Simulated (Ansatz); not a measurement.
**Sn: computed properties**

These are results of Ansatz 0.2.0, DFT PBEsol+D3(BJ), scalar-relativistic, plane waves, PAW, not measurements.

Cutoff 420 eV; k points 16×16×16 on the computed 1-atom cell (Γ-centred); Gaussian smearing, width 0.10 eV; no spin polarisation.

The structure is relaxed at this level of theory with its symmetry kept. This form isn't the element's structure at ambient conditions.

```
Sn
1.0
    -1.82215    1.73046    1.98682
     1.82215   -1.73046    1.98682
     1.82215    1.73046   -1.98682
Sn
1
Direct
  0.00000 0.00000 0.00000
```

Problem. Density of states at the Fermi level?

Solution. 0.53 states/eV per cell.

Problem. Löwdin character within 0.5 eV of the Fermi level?

Solution. Sn 5p 82 %, Sn 5s 15 %.

Problem. Bulk modulus?

Solution. 58 GPa.

Problem. Its pressure derivative?

Solution. 6.6.

Problem. Bader charges (e)?

Solution. Sn (1 in the cell) 0.00.

Cost: 9 runs of about 6.4 core-minutes in all, on Intel Xeon Platinum 8488C (Sapphire Rapids) (shared hosts).